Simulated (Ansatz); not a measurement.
# Zr₃Si: from a starting cell to a relaxed one

The start is a relaxed Zr3Si cell, doubled along one cell vector, shaken by Gaussian noise of σ = 0.08 Å a coordinate. The cell and all atomic positions are relaxed at zero pressure with r2SCAN (plane waves to 500 eV, PAW, scalar-relativistic; Ansatz, a program for electronic structure). The first steps use a coarse 6×6×3 k-mesh.

Input geometry:
```
Zr3Si
1.0
    4.30469     0.00000     0.00000
    0.00000     4.30469     0.00000
    0.00000     0.00000     8.60938
Si Zr
2 6
Cartesian
  2.15250   2.19648   2.17254
  2.19709   2.06693   6.42810
  0.01507   2.11542  -0.03430
 -0.06668   2.11028   4.37577
 -0.01005  -0.04839   2.25812
  0.12438  -0.03338   6.38381
  2.18693   0.02774  -0.13931
  2.20056   0.04323   4.32029
```

By how much does the energy per atom fall from start to end?

0.04 eV/atom.

Does it find its way back to the structure it was made from?

It relaxes back to the parent, Pm-3m (No. 221).

How do the shortest distances between atoms change?

The closest pairs of elements (up to four, under 3.6 Å), start → end: Si–Zr 2.89 → 3.04 Å; Zr–Zr 2.90 → 3.04 Å.

What band gap does the relaxed structure have at this level?

Zero (metallic).

Relaxed structure:

```cif
data_SiZr3
_chemical_formula_sum 'Si1 Zr3'
_space_group_name_H-M_alt 'Pm-3m'
_space_group_IT_number 221
_space_group_name_Hall '-P 4 2 3'
_cell_length_a 4.30469
_cell_length_b 4.30469
_cell_length_c 4.30469
_cell_angle_alpha 90.000
_cell_angle_beta 90.000
_cell_angle_gamma 90.000
loop_
_atom_site_label
_atom_site_type_symbol
_atom_site_symmetry_multiplicity
_atom_site_Wyckoff_symbol
_atom_site_fract_x
_atom_site_fract_y
_atom_site_fract_z
_atom_site_occupancy
Si1 Si 1 a 0.00000 0.00000 0.00000 1
Zr1 Zr 3 c 0.00000 0.50000 0.50000 1
```

Final values are on a 11×11×11 k-mesh of the relaxed cell. No spin polarisation in the result.

The relaxed structure here is a generated cell of Zr3Si: the first start was made by a random draw of sites in a space group, and the end was not matched to a known phase here, so it may be hypothetical.
